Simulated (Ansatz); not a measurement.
Consider the following.

TiAu:
```
TiAu
1.0
    4.60067     0.00000     0.00000
    0.00000     2.97769     0.00000
    0.00000     0.00000     4.92429
Ti Au
2 2
Cartesian
  1.15017   0.00000   4.03373
  3.45050   0.00000   0.89056
  1.15017   1.48885   1.59437
  3.45050   1.48885   3.32992
```
The run is spin-polarised; directions of the spins, atom by atom: ↑ ↑ 0 0.

This is the r²SCAN-relaxed structure.

Question: All from r²SCAN in the plane-wave PAW code Ansatz, unless another level is named. Estimate the formation energy from the elements (no fitted shifts).

Answer: -0.47 eV/atom.

Question: What about the density of states at the Fermi level?

Answer: 0.75 states/eV per atom (mean over ±0.08 eV).

Space group Pmma. The workflow started from a Materials Project entry (that database holds measured and hypothetical structures alike); the Crystallography Open Database copy checked does not list it. COD files the formula under space group No. 221. With Ti and Au taken as one species the cell has the higher symmetry P6_3/mmc, so it may be an ordered model of a mixed-site phase. Its standing as an ambient phase is unchecked. Symmetry was held in the r²SCAN relaxation; its stability against distortions is not shown here. Spin order of the final state: ferromagnetic, chosen from 2 collinear starts compared on coarse meshes (ties went to the first, and starts can fall back to one state), not a proven ground state. Other orbital occupations within this spin state were not tried. The references are the lowest solids computed at this level, not always the standard phases. Spin–orbit coupling is left out wherever it is not named.

Potentials: the later of the program's two PAW sets.
